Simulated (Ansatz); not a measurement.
Co$_{3}$O$_{4}$ in space group Fd-3m (No. 227; Co on 16d, Co on 8a, O on 32e), the program Ansatz at the r²SCAN level (PAW). The conduction-band minimum lies at X, with 3 equivalent valleys. Second derivatives d²E/dk² of the lowest band at one valley (eV·Å²), along Cartesian directions:

| direction | d²E/dk² |
|---|---|
| [100] | 19.56 |
| [010] | 5.747 |
| [001] | 5.747 |
| [110] | 12.66 |
| [101] | 12.66 |
| [011] | 5.750 |

### Question
Find the principal effective masses, the density-of-states mass and the conductivity mass.

### Answer
Off-diagonal terms follow from H_xy = H[110] − (H_xx + H_yy)/2, and m*/mₑ = 7.620 eV·Å² over each eigenvalue: 0.39, 1.3, 1.3. One valley's DOS mass (m₁m₂m₃)^(1/3) = 0.88, conductivity mass 3/(Σ 1/mᵢ) = 0.74 mₑ.

### Question
What effective density of states Nc follows at 300 K for parabolic valleys?

### Answer
Nc = 2.509e19 × 3 × (0.88)^(3/2) ≈ 6.2e19 cm⁻³.

The first step of the workflow began from a Materials Project structure, measured or hypothetical; the Crystallography Open Database files this formula in space group No. 227, but the cells were not matched. Whether it is the stable phase at ambient conditions was not checked. The cell was relaxed with r²SCAN under the symmetry of its start, as lowered by the spin order; its stability against distortions is not shown here. The final state is antiferromagnetic, chosen from 2 collinear starts compared on coarse meshes (ties went to the first, and starts can fall back to one state), not a proven ground state. Other orbital occupations within this spin state were not tried. No Hubbard U is applied. Point labels and valley counts follow the cell and symmetry of the run, lower than the named group.

Potentials: the later of the program's two PAW sets.

Edges and masses are those of Kohn–Sham bands, whose gap is no quasiparticle gap.
